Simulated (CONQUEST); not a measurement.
Consider a self-consistent single point of Ti (P6_3/mmc, 4 atoms in the cell; from Materials Project mp-46, changed as shown).

```yaml
crystal:
  lattice:
    - [2.87702, 0.00000, 0.00000]
    - [0.00000, 4.98314, 0.00000]
    - [0.00000, 0.00000, 4.54804]
  atoms:
    - { symbol: Ti, position: [0.00000, 0.33333, 0.25000] }
    - { symbol: Ti, position: [0.50000, 0.16667, 0.75000] }
    - { symbol: Ti, position: [0.50000, 0.83333, 0.25000] }
    - { symbol: Ti, position: [0.00000, 0.66667, 0.75000] }
```

Level of theory: PBEsol, numerical atomic orbitals double-zeta with polarisation (the shipped basis), PseudoDojo norm-conserving potentials made for PBEsol (CONQUEST).

CONQUEST settings:

basis: DZP
Diag.MPMeshX, Y, Z: 10 6 6
potentials: PseudoDojo norm-conserving PBEsol
Grid.GridCutoff: 140 Ha
DM.SolutionMethod: diagon
Diag.kT: 0.001837 Ha
Diag.GammaCentred: true
minE.SCTolerance: 1.0e-06
SC.MaxIters: 100
SC.LinearMixingFactor: 0.3
SC.KerkerPreCondition: true
SC.KerkerFactor: 0.5 1/bohr
AtomMove.TypeOfRun: static

Results:

```
Item                                                     Result
------------------------------------------------  -------------
Number of valence electrons                                  48
Number of bands                                              76
Number of k-points after the program's reduction            248
Size of the basis                                            76
Number of SCF iterations                                     17
FFT grid                                           32 × 60 × 48
Free energy E − TS                                -6453.9010 eV
Fermi level (on the code's own zero)                   -8.06 eV
Pressure                                               4.90 GPa
```

Stress (GPa, positive for compression):
```
4.74  0.00  0.00
0.00  4.66  0.00
0.00  0.00  5.29
```

For comparison: a first run was changed to give this one (lattice scaled by 0.98), and from it to this one the free energy goes up by 6.9 meV/atom and the pressure goes from -2.45 to 4.90 GPa.

The program uses no crystal symmetry, so grid and mesh can part values that symmetry would make equal. The atom-centred basis is finite, which shifts total energies and pressures against plane waves. The structure comes from a collection of computed structures, made at another level of theory; the collection holds predicted forms beside known ones. No clean gap shows at this smearing width and mesh (spacing up to 0.23 Å⁻¹); the mesh is coarse for partly filled bands, so the values carry mesh errors.

Cost on one core: very roughly 4 core-minutes.
